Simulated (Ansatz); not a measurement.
LiCl:
```cif
data_Cl4Li4
_chemical_formula_sum 'Li4 Cl4'
_space_group_name_H-M_alt 'Fm-3m'
_space_group_IT_number 225
_space_group_name_Hall '-F 4 2 3'
_cell_length_a 5.11173
_cell_length_b 5.11173
_cell_length_c 5.11173
_cell_angle_alpha 90.000
_cell_angle_beta 90.000
_cell_angle_gamma 90.000
loop_
_atom_site_label
_atom_site_type_symbol
_atom_site_symmetry_multiplicity
_atom_site_Wyckoff_symbol
_atom_site_fract_x
_atom_site_fract_y
_atom_site_fract_z
_atom_site_occupancy
Li1 Li 4 a 0.00000 0.00000 0.00000 1
Cl1 Cl 4 b 0.50000 0.50000 0.50000 1
```
(The calculation used a cell of 2 atoms; values per cell refer to that cell.)

Relaxed with r²SCAN.

Task: Decompose the optical modes at the zone centre into irreducible representations, and say which are infrared and Raman allowed.

Result: Point group m-3m: Γ_opt = T1u. Infrared: T1u. Raman: none.

Task: Assign frequencies (DFPT, r²SCAN in the plane-wave PAW code Ansatz; without the LO–TO term).

Result: T1u 192 cm⁻¹.

Symmetry was held in the r²SCAN relaxation.

Potentials: the earlier of the program's two PAW sets. The files were generated under PBE; for other functionals the program regenerates the frozen cores, and for LDA and PBEsol the local potential too.
